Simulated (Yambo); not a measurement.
```
BeS
1.0
    0.00000     2.38360     2.38360
    2.38360     0.00000     2.38360
    2.38360     2.38360     0.00000
Be S
1 1
Direct
  0.00000   0.00000   0.00000
  0.25000   0.25000   0.25000
```

The PBEsol cell relaxed from Materials Project entry mp-422 was given an isotropic strain of -1.5 % on all lattice vectors, and the atoms were relaxed again.

Task: Where are the main features of Im ε from RPA with local fields on PBEsol bands shifted by a G0W0 scissor of 1.97 eV (Yambo; 18×18×18 mesh, 19 bands, 4 Ry local-field block, 0.2 eV broadening; field along x)?

Result: Peaks at 9.0 eV (15), 13.4 eV (3.0), heights in brackets. Structure narrower than a few tenths of an eV can come from the finite k mesh. Convergence of the RPA response with its 18×18×18 mesh was not tested. The scissor comes from a G0W0 run whose convergence isn't established. No excitonic effects at this level.
